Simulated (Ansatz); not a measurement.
ScAl₃, in the lowest among the structures calculated here: Pm-3m (No. 221), cP4, Cu3Au type; a = 4.086 Å, b = 4.086 Å, c = 4.086 Å, α = 90.00°, β = 90.00°, γ = 90.00°; Al 3c (0.000, 0.500, 0.500); Sc 1a (0.000, 0.000, 0.000). Method: r2SCAN (plane waves to 500 eV, PAW, scalar-relativistic; Ansatz, a quantum-chemistry and plane-wave program). Element references, the lowest calculated here: Sc (P6₃/mmc), Al (Fm-3m).

Question: What formation energy of this Pm-3m form of ScAl3 from the elements does r2SCAN give?

Answer: -0.49 eV/atom.

Static energies, no anion corrections, no zero-point energy. Values are rounded to 0.01 eV/atom. The compounds carry no spin polarisation.
